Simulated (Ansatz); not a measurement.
TiB2:
```xyz
3
Lattice="-1.6104 1.6104 2.9842 1.6104 -1.6104 2.9842 1.6104 1.6104 -2.9842" Properties=species:S:1:pos:R:3 pbc="T T T"
Ti     0.0000     0.0000     0.0000
B      0.0000     0.0000     2.2029
B      0.0000     0.0000     3.7655
```

Relaxed with r²SCAN. Special points in fractions of this cell's reciprocal vectors: Γ (0.000, 0.000, 0.000); X (0.000, 0.000, 0.500); P (0.250, 0.250, 0.250); N (0.000, 0.500, 0.000); M (0.500, 0.500, -0.500); S (0.323, 0.677, -0.323); S0 (-0.323, 0.323, 0.323); R (-0.146, 0.146, 0.500); G (0.500, 0.500, -0.146).

Q: List the band energies nearest the Fermi level at these points for r²SCAN in the plane-wave PAW code Ansatz.

A: In eV from the Fermi level; about four levels below and three above (degenerate sets whole), none deeper than 8.9 eV; points with the same levels are listed once.

| k | below | above |
|---|---|---|
| Γ | -4.38 -0.38 -0.38 | 0.07 1.86 2.19 2.19 |
| X | -3.31 -2.10 -1.81 -0.63 | 1.57 3.30 4.36 |
| P | -4.00 -4.00 -3.63 | 0.44 0.75 0.75 |
| N | -6.80 -2.72 -2.16 -1.74 | 1.74 2.17 3.28 |
| M | -7.17 -0.73 -0.54 -0.54 | 0.23 2.10 2.48 2.48 |
| S | -6.09 -4.90 -1.98 -0.88 | 2.27 2.53 2.72 |
| R | -4.97 -4.08 -2.53 -1.28 | 0.45 1.75 3.14 |

Space group I4/mmm (MoSi2 or CaC2 type). The cell is a constructed one: a structure type filled with these elements; neither database checked (COD, Materials Project) lists it. It is not the phase usual at ambient conditions (space group No. 191). The r²SCAN relaxation kept the symmetry of its start; whether a distortion lowers the energy is not shown. No spin polarisation was allowed.

Potentials: the earlier of the program's two PAW sets.
